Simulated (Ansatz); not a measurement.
TaSi₂ in space group P6_222 (No. 180; Ta on 3d, Si on 6j), r²SCAN in the plane-wave PAW code Ansatz, all energies at zero smearing, with the estimated change up to a 700 eV cutoff added, with one set of potentials and settings (totals compare only within such a set). Cell of 9 atoms (3 Ta, 6 Si): -33674.034 eV.

```csv
element,reference phase,E (eV/atom)
Ta,"Im-3m, 1 atoms in the cell",-9945.1755
Si,"Fd-3m, 2 atoms in the cell",-639.0665
```

Formation energy per atom, worked out: (-33674.034 − 3×(-9945.1755) − 6×(-639.0665))/9 = -0.456 eV/atom (-44 kJ per mol of atoms), at 0 K, without zero-point energy or fitted corrections.

The r²SCAN relaxation kept the symmetry of its start. The run is not spin-polarised. The references are the lowest solids computed at this level, not always the standard phases. Spin–orbit coupling is left out wherever it is not named.

Potentials: the earlier of the program's two PAW sets.
